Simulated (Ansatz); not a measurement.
The relaxed structure here is a generated cell of AlN: the first start was made by placing the elements on the sites of a structure type, and the end was not matched to a known phase here, so it may be hypothetical. Known forms of AlN include space group No. 186, 216.

One stationary structure of AlN. Space group Cmcm (No. 63). These are PBE (plane waves to 420 eV, PAW, scalar-relativistic; Ansatz, a program for electronic structure) values and carry that method's errors.

Space group Cmcm (No. 63); a = 2.8042 Å, b = 10.4181 Å, c = 5.0502 Å, α = β = γ = 90.00°

| atom | site | symmetry | x | y | z |
|---|---|---|---|---|---|
| Al | 4c | m2m | 0.0000 | 0.7257 | 0.2500 |
| Al | 4b | 2/m.. | 0.0000 | 0.5000 | 0.0000 |
| N | 4c | m2m | 0.0000 | 0.3432 | 0.2500 |
| N | 4c | m2m | 0.0000 | 0.0798 | 0.2500 |
(The calculation used a cell of 8 atoms; values per cell refer to that cell.)

**Question.** What band gap does PBE give?

**Answer.** 2.74 eV, direct at Γ (no spin-orbit coupling).

No spin polarisation in the result.

The run could not lose the symmetry of its start, so the end can be a saddle point.

It was reached from a disturbed copy of a P2/m (No. 10) cell, against which it lies -0.33 eV/atom.
